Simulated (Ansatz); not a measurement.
AlCo (rock salt, space group No. 225), a = b = c = 4.732 Å, α = β = γ = 90.00°; the cell used has 2 atoms.

Relaxed with PBEsol.

Q: Decompose the optical modes at the zone centre into irreducible representations, and say which are infrared and Raman allowed.

A: Point group m-3m: Γ_opt = T1u. Infrared: T1u. Raman: none.

Q: Assign frequencies (DFPT, PBEsol in the plane-wave PAW code Ansatz).

A: T1u 333 cm⁻¹.

Space group Fm-3m (rock salt). The start of the workflow was typed in or built on a structure type; neither database checked (COD, Materials Project) lists it. Its standing as an ambient phase is unchecked. Symmetry was held in the PBEsol relaxation. At this level the phase is mechanically unstable. The workflow began spin-polarised and lost its moments. Its formation energy is positive at this level, so the cell may be metastable or incomplete. As this level gives no gap, phonon frequencies hold no LO–TO term and depend on the k-mesh and smearing (Fermi–Dirac, 0.1 eV here).

Potentials: the earlier of the program's two PAW sets. The files were generated under PBE; for other functionals the program regenerates the frozen cores, and for LDA and PBEsol the local potential too.
